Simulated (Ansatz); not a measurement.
Relaxed-ion elastic tensor of ZnCdSe2 in space group P3m1 (No. 156; Zn on 1a, Cd on 1c, Se on 1c, Se on 1a) in GPa (Voigt order), the program Ansatz at the LDA level (PAW); density 5.75 g/cm³, 24.25 Å³ per atom.

```
88.8  48.8  42.9   0.0   0.0   0.0
48.8  88.8  42.9   0.0   0.0   0.0
42.9  42.9   116   0.0   0.0   0.0
 0.0   0.0   0.0  18.1   0.0   0.0
 0.0   0.0   0.0   0.0  18.1   0.0
 0.0   0.0   0.0   0.0   0.0  20.0
```

**Question.** Is the crystal mechanically stable?

**Answer.** Yes: the smallest eigenvalue of C is 18.1 GPa.

**Question.** Work out the Voigt, Reuss and Hill averages.

**Answer.** K_V = 62.5, K_R = 62.0, K_H = 62.3; G_V = 21.8, G_R = 20.7, G_H = 21.3 GPa.

**Question.** Give Young's modulus, Poisson's ratio, Pugh's ratio and the universal anisotropy index.

**Answer.** E = 9KG/(3K + G) = 57.3 GPa; ν = 0.35; K/G = 2.93 (ductile by the Pugh limit of 1.75); A_U = 5G_V/G_R + K_V/K_R − 6 = 0.28.

**Question.** Estimate the sound speeds and the Debye temperature.

**Answer.** v_l = √((K + 4G/3)/ρ) = 3970 m/s, v_t = √(G/ρ) = 1920 m/s, mean 2160 m/s; Θ = (h/k)(3n/4πV)^(1/3) v_m = 222 K.

**Question.** Solve the Christoffel equation for the three sound speeds along x, y, z.

**Answer.** Eigenvalues of C_ijkl n_j n_l equal ρv² (piezoelectric stiffening left out). In km/s, slowest first: x 1.77, 1.86, 3.93; y 1.77, 1.86, 3.93; z 1.77, 1.77, 4.49.

**Question.** How much does each axis shrink under pressure?

**Answer.** Linear compressibilities β_i = Σ_j S_ij (j = 1 to 3): x 6.0, y 6.0, z 4.2 per TPa.

The workflow started from a Materials Project entry (that database holds measured and hypothetical structures alike); the Crystallography Open Database copy checked does not list it. Its standing as an ambient phase is unchecked. The LDA relaxation kept the symmetry of its start; of distortions, only those at the zone centre were tested.

Potentials: the later of the program's two PAW sets.
